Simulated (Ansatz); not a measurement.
The calculation used Ansatz 0.2.0, DFT PBE, scalar-relativistic, plane waves, PAW.

Settings: cutoff 420 eV, Γ-centred mesh 10×12×12 on the computed 4-atom cell, Gaussian smearing of 0.10 eV; no spin polarisation.

Structure with the computed forces (eV/Å) in the last three columns:

```xyz
4
Lattice="3.4520 0.0507 0.0147 0.0507 3.3799 0.0327 0.0147 0.0327 3.3251" Properties=species:S:1:pos:R:3:forces:R:3 pbc="T T T" pressure_GPa=-6.09
Ga    0.1500   -0.0239   -0.0099    0.1280    0.8840   -0.8320
C    -0.1547    1.7174    1.3375   -2.3590    0.0000   -1.5690
C     1.7837   -0.0432    1.8375    1.0120   -1.2060    1.0050
C     1.7385    1.8130    0.2074    1.2180    0.3220    1.3960
```

Stress tensor (GPa, compression positive):

```
 -8.36   2.56  -9.79
  2.56   0.63  -2.52
 -9.79  -2.52 -10.55
```